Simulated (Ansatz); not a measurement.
This cell of Al2Au (fluorite type, space group Fm-3m) is off equilibrium:

```
CELL_PARAMETERS angstrom
      0.00000     5.95664     5.95664
      2.97832     0.00000     2.97832
      2.97832     2.97832     0.00000
ATOMIC_POSITIONS crystal
  Al 0.12159 0.25227 0.25227
  Al 0.62841 0.24773 0.24773
  Al 0.37841 0.74773 0.74773
  Al 0.87159 0.75227 0.75227
  Au 0.01357 0.99095 0.99095
  Au 0.48643 0.00905 0.00905
```

These are LDA (plane waves to 420 eV, PAW, scalar-relativistic; Ansatz, a quantum-chemistry and plane-wave program) values and carry that method's errors. k mesh 7×14×14 (Γ-centred), Fermi-Dirac smearing 0.05 eV. Stress and pressure are positive under compression. With partly filled bands, energies and forces of such displacements shift with the k mesh and the smearing. Al2Au was relaxed with its symmetry unable to fall. Spin-orbit coupling is left out, though Au is heavy.

Q: Predict the force on every atom, in eV/Å.

A: 
| atom | Fx | Fy | Fz |
|---|---|---|---|
| Al1 | 0.006 | -0.006 | -0.006 |
| Al2 | 0.038 | -0.038 | -0.038 |
| Al3 | -0.006 | 0.006 | 0.006 |
| Al4 | -0.038 | 0.038 | 0.038 |
| Au5 | 0.606 | -0.606 | -0.606 |
| Au6 | -0.606 | 0.606 | 0.606 |

(A displaced cell: forces are minus the slopes of the energy, force constants its curvatures, and phonons follow from these.)
